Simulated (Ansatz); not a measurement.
NaCrS2O8:
```xyz
12
Lattice="3.9760 2.5739 0.0000 -3.9760 2.5739 0.0000 -0.2157 0.0000 7.0486" Properties=species:S:1:pos:R:3 pbc="T T T"
Na    -0.1078     0.0000     3.5243
Cr     0.0000     0.0000     0.0000
S     -1.1500     2.5739     1.5410
S      0.9343     2.5739     5.5076
O     -1.7949     2.5739     2.8266
O      1.5792     2.5739     4.2220
O     -0.2696     3.7850     1.4250
O      0.0539     1.3627     5.6237
O      0.0539     3.7850     5.6237
O     -0.2696     1.3627     1.4250
O     -2.0652     2.5739     0.3810
O      1.8495     2.5739     6.6676
```
The run is spin-polarised; directions of the spins, atom by atom: 0 ↑ 0 0 0 0 0 0 0 0 0 0.

Relaxed with r²SCAN.

**Question.** Give the Bader charges and basin volumes of the independent atoms, r²SCAN in the plane-wave PAW code Ansatz.

**Answer.** 

| atom | Bader charge (e) | Bader volume (Å³) |
|---|---|---|
| Na1 | +0.92 | 9.0 |
| Cr2 | +1.99 | 7.7 |
| S3 | +4.10 | 3.5 |
| O5 | -1.41 | 17.9 |
| O7 | -1.38 | 14.5 |
| O11 | -1.38 | 12.8 |

Space group C2/m. The first step of the workflow began from a Materials Project structure, measured or hypothetical; the Crystallography Open Database copy checked does not list it. Its standing as an ambient phase is unchecked. The r²SCAN relaxation kept the symmetry of its start; its stability against distortions is not shown here. The final state is ferromagnetic, the only order run, not a proven ground state. The cell computed holds one magnetic atom, so no antiferromagnetic order was within reach. Other orbital occupations within this spin state were not tried. No Hubbard U is applied.

Potentials: the later of the program's two PAW sets.
